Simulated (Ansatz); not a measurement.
HfTeSe:
```
HfTeSe
1.0
    3.87960     0.00000     0.00000
   -1.93980     3.35984     0.00000
    0.00000     0.00000     6.59874
Hf Te Se
1 1 1
Direct
  0.00000   0.00000   0.98162
  0.66667   0.33333   0.25763
  0.33333   0.66667   0.76076
```

DFT-r²SCAN+D4 in the program Ansatz with PAW potentials gives a gap of 0.12 eV without spin–orbit coupling, maximum at Γ, minimum at L.

Q: What happens when spin–orbit coupling is switched on?

A: The gap closes at this level.

Space group P3m1. The workflow started from a Materials Project entry (that database holds measured and hypothetical structures alike); the Crystallography Open Database copy checked does not list it. Whether it is the stable phase at ambient conditions was not checked. Symmetry was held in the r²SCAN+D4 relaxation; its stability against distortions is not shown here. The run is not spin-polarised.

Potentials: the later of the program's two PAW sets.
